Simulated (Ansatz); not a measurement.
Consider the following.

NbSnS:
```cif
data_Nb2S2Sn2
_chemical_formula_sum 'Nb2 Sn2 S2'
_space_group_name_H-M_alt 'P 1'
_space_group_IT_number 1
_cell_length_a 3.87278
_cell_length_b 3.87278
_cell_length_c 7.72878
_cell_angle_alpha 90.000
_cell_angle_beta 90.000
_cell_angle_gamma 90.000
loop_
_space_group_symop_operation_xyz
  'x, y, z'
loop_
_atom_site_label
_atom_site_type_symbol
_atom_site_fract_x
_atom_site_fract_y
_atom_site_fract_z
_atom_site_occupancy
Nb1 Nb 0.00000 0.50000 0.71029 1
Nb2 Nb 0.50000 0.00000 0.28971 1
Sn1 Sn 0.00000 0.00000 0.00000 1
Sn2 Sn 0.50000 0.50000 0.00000 1
S1 S 0.50000 0.00000 0.62176 1
S2 S 0.00000 0.50000 0.37824 1
```
The run is spin-polarised.

This is the r²SCAN-relaxed structure.

Q: All from DFT-r²SCAN in the program Ansatz with PAW potentials, unless another level is named. Give the net moment.

A: 0.06 μB per atom.

Q: What about the Bader charges?

A: Nb +1.31, Sn -0.19, S -1.11 e.

Space group P4/nmm. The start of the workflow was typed in or built on a structure type; neither database checked (COD, Materials Project) lists it. Whether it is the stable phase at ambient conditions was not checked. The r²SCAN relaxation kept the symmetry of its start; its stability against distortions is not shown here. Spin order of the final state: ferromagnetic, chosen from 2 collinear starts compared on coarse meshes (ties went to the first, and starts can fall back to one state), not a proven ground state. Other orbital occupations within this spin state were not tried. No Hubbard U is applied. Scalar-relativistic: spin–orbit coupling is off unless named, which matters more the heavier the elements.

Potentials: the later of the program's two PAW sets.
